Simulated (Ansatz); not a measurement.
Values for one crystal, relaxed and computed with DFT-r²SCAN in the program Ansatz with PAW potentials; other levels are named.

* **Volume per atom**: 14.44 Å³
* **Electronic character**: metallic (no gap)
* **Pressure derivative B′**: 5.0
* **Formation energy from the elements (no fitted shifts)**: -0.13 eV/atom
* **Bulk modulus (Birch–Murnaghan fit)**: 142 GPa
* **Density of states at the Fermi level**: 0.34 states/eV per atom (mean over ±0.08 eV)

Q: Pick the material that matches.
(A) NaTcO3, cubic perovskite
(B) VGe2, P6_222 (V on 3c, Ge on 6i)
(C) EuGe3Pd, I4mm (Eu on 2a, Ge on 4b, Ge on 2a, Pd on 2a)
(D) V5Si3, P6_3/mcm (V on 6g, V on 4d, Si on 6g)

A: B, VGe2, P6_222 (V on 3c, Ge on 6i)

The workflow started from a Materials Project entry (that database holds measured and hypothetical structures alike); the Crystallography Open Database copy checked does not list it. Its standing as an ambient phase is unchecked. The r²SCAN relaxation kept the symmetry of its start; whether a distortion lowers the energy is not shown. Magnetic state: ferromagnetic, the only order run, not a proven ground state. Other orbital occupations within this spin state were not tried. The references are the lowest solids computed at this level, not always the standard phases. Scalar-relativistic: spin–orbit coupling is off unless named, which matters more the heavier the elements.

Potentials: the later of the program's two PAW sets.
